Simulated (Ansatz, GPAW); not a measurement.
This is a calculation of MnHg for Ansatz 0.2.0. 

The input input.yaml:

```yaml
crystal:
  lattice:
    - [3.288, 0.0, 0.0]
    - [0.0, 3.288, 0.0]
    - [0.0, 0.0, 3.313]
  atoms:
    - { symbol: Hg, position: [0.0, 0.0, 0.0] }
    - { symbol: Mn, position: [0.5, 0.5, 0.5], spin: 4.0 }
hamiltonian:
  xc: pbe
  pseudopotentials: { kind: paw }
magnetization:
  spin_polarized: true
kpoints:
  mp_grid: { grid: [8, 8, 8] }
scf:
  occupations: { method: fermi_dirac, width: 0.05 }
output:
  forces: true
  stress: true
  eigenvalues: true
```

Potentials or basis: Ansatz PAW.

Command:

```sh
$ ansatz run input.yaml --threads 2 --pin off --max-ram 5120MiB --backend cpu --events-out ev --progress --plain --runs-dir out
```

Question: Set up the same calculation for GPAW 26.7.0 (ASE script). Potentials or basis there: GPAW PAW data sets (gpaw-data 1.2.1), cutoff 600 eV.

Answer: As run (cutoffs and basis follow the program's own potentials, and thresholds, step limits or extra output files can differ):

run.py

```python
from ase import Atoms
from ase.dft.bandgap import bandgap
from ase.io import write
from ase.units import Bohr, GPa
from gpaw import GPAW, PW
from gpaw.elf import elf_from_dft_calculation

atoms = Atoms(['Hg', 'Mn'],
              cell=[[3.288, 0.0, 0.0],
                    [0.0, 3.288, 0.0],
                    [0.0, 0.0, 3.313]],
              scaled_positions=[[0.0, 0.0, 0.0],
                                [0.5, 0.5, 0.5]],
              pbc=True)
atoms.set_initial_magnetic_moments([0.0, 4.0])

calc = GPAW(mode=PW(600),
            xc='PBE',
            kpts={'size': (8, 8, 8), 'gamma': True},
            occupations={'name': 'fermi-dirac', 'width': 0.05},
            nbands=25,
            convergence={'density': 1e-05, 'energy': 1e-05},
            maxiter=150,
            txt='gpaw.txt')
atoms.calc = calc
energy = atoms.get_potential_energy()
forces = atoms.get_forces()
stress = atoms.get_stress()
calc.write('gs.gpw')
write('result.traj', atoms)
print(f'Energy: {energy:.6f} eV')
print('Forces (eV/A):')
print(forces.round(4))
print('Stress (GPa):', (stress / GPa).round(3))
print('Moments:', calc.get_magnetic_moments().round(3))
print('Fermi level:', round(calc.get_fermi_level(), 4), 'eV')
print(f'Gap: {bandgap(calc)[0]:.4f} eV, direct: {bandgap(calc, direct=True)[0]:.4f} eV')

# fields on the real-space grid
write('density.cube', atoms, data=calc.get_pseudo_density() * Bohr**3)
write('potential.cube', atoms, data=calc.get_electrostatic_potential())
write('spin.cube', atoms, data=(calc.get_pseudo_density(spin=0) - calc.get_pseudo_density(spin=1)) * Bohr**3)
write('elf.cube', atoms, data=elf_from_dft_calculation(calc).data)
```

Potentials or basis: GPAW PAW data sets (gpaw-data 1.2.1), pw.

Run with:

```sh
$ OMP_NUM_THREADS=1 python run.py
```

Both were run:

|  | Ansatz | GPAW |
| --- | --- | --- |
| Pressure | 2.0 GPa | 2.2 GPa |
| Net moment | 3.88 μB per cell | 3.84 μB per cell |

Ansatz's pressure holds a Pulay term of +0.07 GPa for its cutoff of 420 eV, which the other run lacks.

The potentials hold 35 and 33 valence electrons a cell.

Where Ansatz's input types no cutoff or centring, it takes its own default and a Γ-centred mesh.

The magnetic state is the one that the start led to; the real crystal's order can differ.

Pressure is positive in compression.
